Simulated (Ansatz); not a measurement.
# Two states of YbCo3B2

```
Co Yb B
1.0
     5.03235    0.00000    0.00000
    -2.51618    4.35815    0.00000
     0.00000    0.00000    3.04869
Co Yb B
3 1 2
Direct
  0.50000 0.00000 0.50000
  0.50000 0.50000 0.50000
  0.00000 0.50000 0.50000
  0.00000 0.00000 0.00000
  0.33330 0.66670 0.00000
  0.66660 0.33330 0.00000
```

The numbers come from plane-wave PAW DFT (Ansatz): r2SCAN, 500 eV, 4×4×6 Γ-centred k points, gaussian occupations (width 0.017 eV). Nothing was relaxed.

State A: Co1 up, Co2 up, Co3 up, Yb4 up (collinear spin). State B: Co1 down, Co2 up, Co3 down, Yb4 down (collinear spin).

Question: Which state is lower, and how do they differ?

Answer: State B is lower by 3.9 meV an atom at zero smearing. So small a gap isn't resolved on this mesh where a state is a metal.

| state | free energy (meV/atom) | largest moment in a small sphere (μB) | net moment (μB/cell) | gap on mesh (eV) | pressure (GPa) | largest force (eV/Å) |
| --- | --- | --- | --- | --- | --- | --- |
| A | 3.9 | 0.56 | 1.77 | metal | -9.8 | 0.00 |
| B | 0.0 | 0.69 | 1.08 | metal | -9.5 | 0.01 |

Origin: a database entry at a rescaled volume. Caveats: the k mesh is coarse if the cell is a metal; f shells without a U or exact exchange are poorly placed.
